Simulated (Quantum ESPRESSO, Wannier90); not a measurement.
## Wannier functions of InAs (zinc blende)

```xyz
2
Lattice="0.0000 3.0536 3.0536 3.0536 0.0000 3.0536 3.0536 3.0536 0.0000" Properties=species:S:1:pos:R:3 pbc="T T T"
In     1.5268     1.5268     1.5268
As     0.0000     0.0000     0.0000
```

Materials Project entry mp-20305; symmetrised, unrelaxed at this level. COD (Crystallography Open Database) has an entry of this formula and space group (matched by these alone). Method: PBEsol plane waves in Quantum ESPRESSO 7.5 (PseudoDojo norm-conserving files, 68 Ry, spinors with spin-orbit coupling), Bloch states on a 6×6×6 mesh through Γ, Wannier90 4.0.1. Density: 10×10×10 mesh, cold smearing 0.01 Ry. With spin-orbit coupling a semilocal functional can close or falsely invert a small gap; the band order was not checked against a better method.

A tight-binding model is made by disentanglement and projection with no localisation steps (num_iter = 0), so the 16 orbitals stay atom-like: hydrogen-like In: s;p; As: s;p, axes along x, y, z; frozen window up to 3.00 eV relative to the Fermi level. It follows pw.x to 6.8 meV rms for states up to 1.0 eV relative to the Fermi level. Matrix elements depend on this choice of orbitals and windows.

Q: What are the on-site energies relative to the Fermi level, and how fast do the hoppings decay?

A: 
```json
[
 {"atom": "In1", "orbitals": "s↑ s↓", "energy (eV)": "-2.25"},
 {"atom": "In1", "orbitals": "pz↑ pz↓ px↑ px↓ py↑ py↓", "energy (eV)": "3.24"},
 {"atom": "As2", "orbitals": "s↑ s↓", "energy (eV)": "-8.47"},
 {"atom": "As2", "orbitals": "pz↑ pz↓ px↑ px↓ py↑ py↓", "energy (eV)": "0.46"}
]
```

```csv
distance of the centres (Å),largest modulus (eV)
2–3,1.2
4–5,0.44
5–6,0.058
6–7,0.076
7–8,0.027
8–9,0.019
9–10,0.0083
```

Effective spin-orbit constants λ of λ L·S, from the same-site elements px↑–py↑ (λ/2) and dx2-y2↑–dxy↑ (λ), where they are among the larger elements: In1 p 0.27 eV, As2 p 0.18 eV.
